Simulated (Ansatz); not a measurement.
Cs₂Ni₃Se₄ in space group Fmmm (No. 69; Cs on 8i, Ni on 8e, Ni on 4a, Se on 16m), plane-wave PAW LDA (Ansatz code), all energies at zero smearing, with the estimated change up to a 700 eV cutoff added, with one set of potentials and settings (totals compare only within such a set). Cell of 9 atoms (2 Cs, 3 Ni, 4 Se): -49869.035 eV.

```tsv
element	reference phase	E (eV/atom)
Cs	P6_3/mmc, 2 atoms in the cell	-5504.8697
Ni	Fm-3m, 1 atoms in the cell, spin-polarised	-5773.3813
Se	P3_121, 3 atoms in the cell	-5383.2604
```

Formation energy per atom, worked out: (-49869.035 − 2×(-5504.8697) − 3×(-5773.3813) − 4×(-5383.2604))/9 = -0.679 eV/atom (-66 kJ per mol of atoms), at 0 K, without zero-point energy or fitted corrections.

The first step of the workflow began from a Materials Project structure, measured or hypothetical; the Crystallography Open Database copy checked does not list it. Its standing as an ambient phase is unchecked. The LDA relaxation kept the symmetry of its start; of distortions, only those at the zone centre were tested. No spin polarisation was allowed. The references are the lowest solids computed at this level, not always the standard phases. Spin–orbit coupling is left out wherever it is not named.

Potentials: the later of the program's two PAW sets.
